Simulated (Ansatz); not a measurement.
Level of theory: DFT PBE, scalar-relativistic, plane waves, PAW in Ansatz. All cells share a 420 eV cutoff and Γ-centred k meshes spaced at most about 0.3 Å⁻¹ (about 0.25 or finer for metals, 2π included). No spin polarisation in the final relaxations.

These are static total energies at zero pressure.

Compare these two cells of SnGe₂P₂, each relaxed at this level.

A.

```cif
data_structure
_symmetry_space_group_name_H-M 'P4/mmm'
_symmetry_Int_Tables_number 123
_cell_length_a 3.2419
_cell_length_b 3.2419
_cell_length_c 11.1280
_cell_angle_alpha 90.000
_cell_angle_beta 90.000
_cell_angle_gamma 90.000
_cell_volume 116.96
loop_
_atom_site_label
_atom_site_type_symbol
_atom_site_symmetry_multiplicity
_atom_site_Wyckoff_symbol
_atom_site_fract_x
_atom_site_fract_y
_atom_site_fract_z
_atom_site_occupancy
Sn1 Sn 1 c 0.50000 0.50000 0.00000 1
Ge1 Ge 2 g 0.00000 0.00000 0.36268 1
P1 P 2 g 0.00000 0.00000 0.85127 1
```

B.

```cif
data_structure
_symmetry_space_group_name_H-M 'I4/mmm'
_symmetry_Int_Tables_number 139
_cell_length_a 5.6840
_cell_length_b 5.6840
_cell_length_c 9.2423
_cell_angle_alpha 90.000
_cell_angle_beta 90.000
_cell_angle_gamma 90.000
_cell_volume 298.60
loop_
_atom_site_label
_atom_site_type_symbol
_atom_site_symmetry_multiplicity
_atom_site_Wyckoff_symbol
_atom_site_fract_x
_atom_site_fract_y
_atom_site_fract_z
_atom_site_occupancy
Sn1 Sn 2 a 0.00000 0.00000 0.00000 1
Ge1 Ge 4 c 0.00000 0.50000 0.00000 1
P1 P 4 d 0.00000 0.50000 0.25000 1
```

Task: Which form is favoured at zero pressure, and by what margin per atom?

Result: A is lower, by 268 meV/atom. A has space group P4/mmm (No. 123), 23.4 Å³/atom and no gap on its mesh; B has space group I4/mmm (No. 139), 29.9 Å³/atom and no gap. The shortest distance is 2.38 Å (Ge–P) in A and 2.31 Å (Ge–P) in B. Even the lower one lies +0.58 eV/atom against the reference forms of the elements (uncorrected), so neither is stable at this level. In A, Sn has 8 P at 2.83 Å and 4 Sn at 3.24 Å; around Ge lies 1 P at 2.38 Å; around P lie 1 Ge at 2.38 Å and 4 Sn at 2.83 Å. In B, Sn has 4 Ge at 2.84 Å and 8 P at 3.66 Å; around Ge lie 2 P at 2.31 Å and 2 Sn at 2.84 Å; around P lie 2 Ge at 2.31 Å and 4 Sn at 3.66 Å. Both come from invented guesses. A third cell relaxed alike, in I4/mmm, lies 0.36 eV/atom below the lower of the two.

Weakly bound directions are ill-defined at this level, which has no dispersion term (P4/mmm), and this can change margins and order among such cells. Cells relaxed within their symmetry can be saddle points.
